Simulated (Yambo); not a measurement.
```
KNH2
1.0
    4.54756     0.00000     0.00000
    0.00000     3.73932     0.00000
   -0.57236     0.00000     6.15901
H N K
4 2 2
Direct
  0.70095   0.46097   0.13032
  0.29905   0.53903   0.86968
  0.29905   0.96097   0.86968
  0.70095   0.03903   0.13032
  0.72744   0.25000   0.23647
  0.27256   0.75000   0.76353
  0.22487   0.75000   0.30966
  0.77513   0.25000   0.69034
```

KNH2 (space group P2_1/m, No. 11): mean Im ε in 1 eV windows above the direct gap of 4.22 eV, for different electron-hole kernels (Yambo, broadening 0.15 eV, norm-conserving LDA (Quantum ESPRESSO, 84 Ry, scalar-relativistic) bands; 4×6×4 mesh, 6 valence and 11 conduction bands, static screening with 54 bands and a 3 Ry block, scissor 2.28 eV, Tamm-Dancoff; field along x).

```csv
window (eV),independent quasiparticles,BSE
4.2 to 5.2,1.4,0.9
5.2 to 6.2,1.3,2.2
6.2 to 7.2,1.7,1.8
7.2 to 8.2,2.1,1.5
8.2 to 9.2,1.7,1.5
9.2 to 10.2,1.5,0.9
```

This run doesn't resolve bound excitons or single peaks, so only averages are given, and they too depend on the mesh; weight that the attraction moves below the gap isn't listed. All transitions below 11.64 eV are in the band window. The scissor comes from a G0W0 run whose convergence isn't established.

Geometry of the Materials Project entry, not relaxed at this level.
